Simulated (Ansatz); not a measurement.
input.yaml

```yaml
crystal:
  lattice:
    - [2.424715, -1.714097, 0.0]
    - [2.424715, 1.714097, 0.0]
    - [-0.967191, 0.0, 10.875026]
  atoms:
    - { symbol: Al, position: [0.0, 0.0, 0.0] }
    - { symbol: Au, position: [0.613056, 0.613056, 0.821947] }
    - { symbol: Au, position: [0.19871, 0.19871, 0.605949] }
    - { symbol: Au, position: [0.8476872054, 0.8476872054, 0.394051] }
    - { symbol: Au, position: [0.386944, 0.386944, 0.178053] }
basis:
  ecutwfc: 420
kpoints:
  mp_grid: { grid: [12, 12, 4] }
hamiltonian:
  xc: pbesol
scf:
  occupations: { method: gaussian, width: 0.1 }
output:
  forces: true
  stress: true
  eigenvalues: true
```

It can be run as
```bash
ansatz run input.yaml --threads 1 --pin off --backend cpu --events-out ev --progress --plain --runs-dir out  # memory cap (--max-ram) not shown
```

All numbers below come from Ansatz 0.2.0, DFT PBEsol, scalar-relativistic, plane waves, PAW.

From the run's log, abridged:

```
Pseudopotentials: kind: paw
Pseudopotential: Al, paw, valence charge 3, recommended cutoff 420 eV (normal)
Pseudopotential: Au, paw, valence charge 19, recommended cutoff 420 eV (normal)
Functional definition: PBEsol
Crystal: 5 atoms, lattice volume = 90.397 Å³
Basis set: ecut = 420 eV, 1747 PW (Γ), exchange–correlation on 40×40×150 points (8 copies of the dense FFT grid, shifted against one another)
Bands: 48, of which v1, the nominal top of the filled ones, is band 40 counted from 1 (39 counted from 0)
Symmetry: 2 space group operations
Space group: Cm (ITA 8), of the structure as read, at distance tolerance 4.5e-5 Å
k-points: 164 of 576 (time reversal used)
Initial density: superposition of atomic densities (neutral atoms: chi_scale 0, normalization atom), corrected by the library's trained network
Initial wavefunctions: pseudopotential atomic-orbital guess
Functional: x = pbesol(κ = 0.804, μ = 0.12345679), c = pbesol(β = 0.046)
SCF iter   1: F=—  HF=-52553.457986 eV  |F-HF|=—  |Δ(HF+E_count)|=         —  Δρ=5.94e-3  dr2=3.56e-2  ethr=1.77e-3  ⟨swp⟩=6.6  Hψ=28744  notcnv=0  defer=90
SCF iter   2: F=—  HF=-52553.452239 eV  |F-HF|=—  |Δ(HF+E_count)|=   5.75e-3  Δρ=2.43e-3  dr2=5.16e-3  ethr=4.51e-5  ⟨swp⟩=2.3  Hψ=12411  notcnv=0  defer=120
SCF iter   3: F=—  HF=-52553.451062 eV  |F-HF|=—  |Δ(HF+E_count)|=   1.18e-3  Δρ=7.23e-4  dr2=5.52e-4  ethr=6.53e-6  ⟨swp⟩=2.0  Hψ=10251  notcnv=0  defer=120
SCF iter   4: F=—  HF=-52553.451015 eV  |F-HF|=—  |Δ(HF+E_count)|=   4.73e-5  Δρ=1.93e-4  dr2=1.23e-4  ethr=6.99e-7  ⟨swp⟩=2.5  Hψ=13828  notcnv=0  defer=120
SCF iter   5: F=—  HF=-52553.451000 eV  |F-HF|=—  |Δ(HF+E_count)|=   1.52e-5  Δρ=6.78e-5  dr2=1.72e-5  ethr=1.56e-7  ⟨swp⟩=1.1  Hψ=7468  notcnv=0  defer=120
SCF iter   6: F=—  HF=-52553.451037 eV  |F-HF|=—  |Δ(HF+E_count)|=   3.75e-5  Δρ=1.95e-5  dr2=1.62e-6  ethr=2.18e-8  ⟨swp⟩=2.2  Hψ=11248  notcnv=0  defer=120
SCF iter   7: F=—  HF=-52553.451037 eV  |F-HF|=—  |Δ(HF+E_count)|=   1.69e-7  Δρ=7.56e-6  dr2=2.62e-7  ethr=2.05e-9  ⟨swp⟩=1.2  Hψ=7728  notcnv=0  defer=120
SCF iter   8: F=-52553.451037 eV  HF=-52553.451037 eV  |F-HF|=5.26e-9  |Δ(HF+E_count)|=   2.34e-8  Δρ=2.25e-6  dr2=7.58e-9  ethr=1.27e-10  ⟨swp⟩=8.8  Hψ=29994  notcnv=0
SCF 1 converged in 8 iterations: F = -52553.451037 eV  dr2 = 7.58e-9
SCF converged after 8 iterations
Free energy (F): -52553.451037 eV
Harris-Foulkes:  -52553.451037 eV  (|F-HF|=5.26e-9)
Internal energy: -52553.443354 eV  (E = F + TS)
E sigma→0 (E₀):  -52553.447196 eV
Entropy (-TS):   -0.007682 eV (-1.536 meV/atom)
Fermi energy:    16.526365 eV
--- Per-component energies (eV) ---
  E_band       = -1103.260524
  E_kinetic    = 2437.447470
  E_local      = -9513.658363  (includes V_loc(G=0)·N_el)
  E_nonlocal   = 317.655974
  E_hartree    = 4118.993707
  E_xc         = -944.209648
  E_vxc        = -1125.555505  (∫ρ·V_xc dr)
  E_paw        = -38716.382394  (= ΣΔE_a)
  E_vpaw       = -1457.143794  (= ΣTr[D̂ρ^β])
  E_aug_tail   = 0.005430  (compensation charges beyond the density's cutoff)
  E_ewald      = -10254.552586
  E_core_change = 1.257055  (= ΣΔE_core)
  E_smearing   = -0.007682  (= −TS)
--- Forces (eV/Å), atoms counted from 1 ---
  atom   1  Al     0.00750803     0.00000000     0.00887280
  atom   2  Au     0.01034119     0.00000000    -0.11739390
  atom   3  Au     0.22015648     0.00000000     0.15289564
  atom   4  Au    -0.25983442     0.00000000    -0.15763521
  atom   5  Au     0.02183011     0.00000000     0.11327777
--- Stress (GPa, compression-positive) ---
       -7.238028       0.000000       0.458401
        0.000000      -7.916342       0.000000
        0.458400       0.000000      -8.305975
  P = ⅓ Tr σ = -7.8201 GPa (-78.201 kbar)
--- Band table (eV; the first three rows and the last of 164) ---
  k-point 0: bands = ["-89.4277", "-89.4203", "-88.6131", "-88.6052", "-40.8883", "-40.8804", "-40.7400", "-40.7359", "-40.7268", "-40.7174", "-40.0931", "-39.9787", "-39.9567", "-39.9517", "-39.9407", "-39.9382", "6.3491", "8.3157", "8.6464", "10.1152", "10.2385", "10.9606", "11.0044", "11.6127", "11.7118", "11.8663", "12.2803", "12.3631", "12.4769", "12.5847", "12.5973", "12.8707", "12.9071", "13.3462", "13.5261", "13.6486", "13.9492", "14.1348", "14.1456", "14.3660", "14.4866", "22.3187", "22.4332", "25.0520", "25.3954", "26.1230", "26.8480", "29.0277"]
  k-point 1: bands = ["-89.4277", "-89.4203", "-88.6131", "-88.6052", "-40.8883", "-40.8804", "-40.7400", "-40.7359", "-40.7268", "-40.7174", "-40.0931", "-39.9787", "-39.9567", "-39.9517", "-39.9407", "-39.9382", "6.3781", "7.9694", "9.0865", "10.1076", "10.2185", "10.9639", "11.0002", "11.6153", "11.7150", "11.9262", "12.2797", "12.3352", "12.4719", "12.5898", "12.6099", "12.8504", "12.9286", "13.0519", "13.4491", "13.5240", "13.6486", "13.9602", "14.1433", "14.4504", "15.4953", "20.6901", "24.2545", "25.0402", "25.4115", "26.1042", "26.8250", "28.4236"]
  k-point 2: bands = ["-89.4277", "-89.4203", "-88.6131", "-88.6052", "-40.8883", "-40.8804", "-40.7400", "-40.7359", "-40.7268", "-40.7174", "-40.0931", "-39.9787", "-39.9567", "-39.9517", "-39.9407", "-39.9382", "6.4101", "7.7814", "9.3972", "10.0847", "10.1932", "10.9684", "10.9949", "11.6180", "11.7182", "12.0938", "12.3114", "12.3123", "12.3389", "12.4960", "12.6309", "12.6712", "12.8408", "12.9441", "13.4166", "13.5168", "13.6485", "13.9615", "14.1409", "14.4504", "16.1765", "19.8548", "25.0295", "25.4265", "25.7790", "25.8636", "26.5970", "27.6549"]
  k-point 163: bands = ["-89.4227", "-89.4153", "-88.6069", "-88.6014", "-40.8868", "-40.8770", "-40.8177", "-40.8102", "-40.7852", "-40.7810", "-40.1056", "-40.0506", "-40.0042", "-39.9990", "-39.9953", "-39.9757", "9.7258", "10.0480", "10.0745", "10.5557", "10.7255", "10.7963", "11.2712", "11.3334", "11.3513", "12.1948", "12.2892", "12.7107", "12.7228", "13.6407", "13.8522", "13.9024", "14.0576", "14.0760", "14.7225", "14.9098", "15.1809", "15.8764", "16.9915", "18.0155", "18.2543", "18.5682", "19.8369", "20.4788", "20.9908", "22.0616", "22.2689", "23.5401"]
```

Self-consistency was reached.

Spin–orbit coupling is left out, which can shift energies with elements as heavy as these.